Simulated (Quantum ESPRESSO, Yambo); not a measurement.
At a photon energy of 7.00 eV, RPA with local fields on PBEsol bands shifted by a G0W0 scissor of 2.03 eV (Quantum ESPRESSO and Yambo; 4×4×2 mesh, 214 bands, 3 Ry local-field block, 0.2 eV broadening) gives ε = 5.66 + 6.29i for CaHI (space group P4/nmm, No. 129), field along x. Axes are Cartesian, with cell vectors (Å) (3.98, 0.00, 0.00), (0.00, 3.98, 0.00), (0.00, 0.00, 8.59).

### Question
Work out n, κ, the normal-incidence reflectivity, the absorption coefficient and the penetration depth.

### Answer
|ε| = 8.46; n = √((|ε| + ε1)/2) = 2.66, κ = √((|ε| − ε1)/2) = 1.18. R = ((n − 1)² + κ²)/((n + 1)² + κ²) = 0.28. α = 2Eκ/(ħc) with ħc = 197.327 eV nm: 0.0840 per nm = 8.4 × 10⁵ per cm, a 1/e depth of 12 nm. The computed direct gap is 5.05 eV, and the energy scale of the real crystal may differ from it. Excitonic effects are left out, and values at one energy depend on mesh and broadening. The scissor comes from a G0W0 run whose convergence isn't established. Convergence of the RPA response with its 4×4×2 mesh was not tested.

Spin-orbit coupling is included.

Geometry relaxed with PBE+D3(BJ); primitive cell a = 3.980 Å, b = 3.980 Å, c = 8.591 Å, α = 90.00°, β = 90.00°, γ = 90.00°.
